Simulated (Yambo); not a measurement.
## Convergence of the G0W0 gap of SiC

G0W0@PBEsol for SiC (4H, space group P6_3mc, No. 186) in Yambo. Reference settings: 6×6×2 Γ-centred k mesh, 189 bands and a 10 Ry block in the screening, 189 bands in G with the Bruneval-Gonze terminator, plasmon pole fitted at 27.2 eV. The PBEsol gap Γ → M on this mesh is 2.11 eV; G0W0 gaps are taken between the same points.

```csv
change from the reference,G0W0 gap Γ → M (eV),shift of the valence edge (eV),rough Yambo cost
reference settings,2.98,-0.55,1
"119 bands in W, 119 bands in G",2.97,-0.44,within a factor of two
8 Ry block,2.96,-0.52,within a factor of two
no terminator,2.92,-0.40,–
```

The reference isn't shown to be the converged limit. Costs are rough (shared machines), scaled to the same edge states, and given only for runs that recompute the screening.

Geometry of the Materials Project entry, not relaxed at this level; primitive cell a = b = 3.076 Å, c = 10.071 Å, α = β = 90.00°, γ = 120.00°.

A shift is the quasiparticle energy of the state minus its PBEsol energy.
